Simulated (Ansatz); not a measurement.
The relaxed structure here is a generated cell of LiScF4: the first start was made by placing the elements on the sites of a structure type, and the end was not matched to a known phase here, so it may be hypothetical.

The start is a generated trial cell of LiScF4 in the AFLOW prototype A4BC_tI24_141_h_b_a (as in ZrSiO4). The cell and all atomic positions are relaxed at zero pressure with r2SCAN (plane waves to 500 eV, PAW, scalar-relativistic; Ansatz, a first-principles code). First-step values are on the input's coarse k-mesh.

Ansatz input (later rounds restart from its end on a renewed k-mesh):
Ansatz 0.2 input:
```yaml
crystal:
  lattice:
    - [-3.3003702, 3.3003702, 2.9882338]
    - [3.3003702, -3.3003702, 2.9882338]
    - [3.3003702, 3.3003702, -2.9882338]
  atoms:
    - { symbol: F, position: [0.1361, 0.3201, 0.816] }
    - { symbol: F, position: [0.6139, 0.9299, 0.684] }
    - { symbol: F, position: [0.2459, 0.9299, 0.316] }
    - { symbol: F, position: [0.5041, 0.3201, 0.184] }
    - { symbol: F, position: [0.6799, 0.8639, 0.184] }
    - { symbol: F, position: [0.0701, 0.7541, 0.684] }
    - { symbol: F, position: [0.0701, 0.3861, 0.316] }
    - { symbol: F, position: [0.6799, 0.4959, 0.816] }
    - { symbol: Sc, position: [0.5, 0.5, 0] }
    - { symbol: Sc, position: [0.25, 0.75, 0.5] }
    - { symbol: Li, position: [0.75, 0.25, 0.5] }
    - { symbol: Li, position: [0, 0, 0] }
basis: { ecutwfc: 500, ecutrho_ratio: 4, xc_grid: 4, fft_grid_basis: typed }
kpoints: { mp_grid: { grid: [4, 4, 4] } }
hamiltonian:
  xc: r2scan
  dispersion: none
  pseudopotentials: { kind: paw }
scf: { occupations: { method: fermi_dirac, width: 0.05 } }
relax: { f_tol: 0.01, max_steps: 100, cell: { stress_tol: 0.02 } }
output: { forces: true, stress: true }
```

### Question
How much energy is released per atom?

### Answer
About 1.2 eV/atom.

### Question
How does the volume per atom move from start to end?

### Answer
+4.8 %, from 10.85 to 11.37 Å³/atom.

### Question
How do the shortest distances between atoms change?

### Answer
The closest pairs of elements (up to four, under 3.6 Å), start → end: F–Sc 1.62 → 2.03 Å; F–Li 2.13 → 1.80 Å; F–F 2.43 → 2.38 Å; Li–Sc 2.99 → 3.23 Å.

### Question
What does it relax into? Give the structure.

### Answer

```cif
data_F16Li4Sc4
_chemical_formula_sum 'F16 Sc4 Li4'
_space_group_name_H-M_alt 'I41/amd :1'
_space_group_IT_number 141
_space_group_name_Hall 'I 4bw 2bw -1bw'
_cell_length_a 6.49887
_cell_length_b 6.49887
_cell_length_c 6.46189
_cell_angle_alpha 90.000
_cell_angle_beta 90.000
_cell_angle_gamma 90.000
loop_
_atom_site_label
_atom_site_type_symbol
_atom_site_symmetry_multiplicity
_atom_site_Wyckoff_symbol
_atom_site_fract_x
_atom_site_fract_y
_atom_site_fract_z
_atom_site_occupancy
F1 F 16 h 0.19142 0.00000 0.20046 1
Sc1 Sc 4 b 0.00000 0.00000 0.50000 1
Li1 Li 4 a 0.00000 0.00000 0.00000 1
```
(The calculation used a cell of 12 atoms; values per cell refer to that cell.)

The space group stays I4₁/amd (No. 141) (the run could not lower it), with 12 atoms in the primitive cell. Final values are on a 6×6×6 k-mesh of the relaxed cell. The start holds a very short contact (F–Sc 1.62 Å). No spin polarisation in the result.

The run could not lose the symmetry of its start, so the end can be a saddle point.
